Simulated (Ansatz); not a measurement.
# Structure relaxation, AgCl

The start is a generated cell, AgCl placed in the rocksalt structure type. The cell and all atomic positions are relaxed at zero pressure with PBEsol (plane waves to 420 eV, PAW, scalar-relativistic; Ansatz, an electronic-structure program). First-step values are on the input's coarse k-mesh.

Ansatz input (later rounds restart from its end on a renewed k-mesh):
Ansatz 0.2 input:
```yaml
crystal:
  lattice:
    - [0, 2.667209, 2.667209]
    - [2.667209, 0, 2.667209]
    - [2.667209, 2.667209, 0]
  atoms:
    - { symbol: Cl, position: [0, 0, 0] }
    - { symbol: Ag, position: [0.5, 0.5, 0.5] }
basis: { ecutwfc: 420, ecutrho_ratio: 4, xc_grid: 2, fft_grid_basis: typed }
kpoints: { mp_grid: { grid: [8, 8, 8] } }
hamiltonian:
  xc: pbesol
  dispersion: none
  pseudopotentials: { kind: paw }
scf: { occupations: { method: fermi_dirac, width: 0.05 } }
relax: { f_tol: 0.01, max_steps: 100, cell: { stress_tol: 0.02 } }
output: { forces: true, stress: true }
```

### Question
How large is the pressure on the unrelaxed cell, and of which sign?

### Answer
+4.2 GPa (positive: the cell is compressed).

### Question
By how much does the energy per atom fall from start to end?

### Answer
0.02 eV/atom.

### Question
How does the volume change?

### Answer
+6.5 %, from 18.97 to 20.21 Å³/atom.

### Question
How do the shortest distances between atoms change?

### Answer
The closest pairs of elements (up to four, under 3.6 Å), start → end: Ag–Cl 2.67 → 2.72 Å.

The space group stays Fm-3m (No. 225) (the run could not lower it); the end is rock salt type, with 2 atoms in the primitive cell. Final values are on a 10×10×10 k-mesh of the relaxed cell. No spin polarisation in the result.

The run could not lose the symmetry of its start; a randomly shaken copy of 2 atoms returns to this structure.

All atoms sit on sites fixed by symmetry, so only the cell could relax.
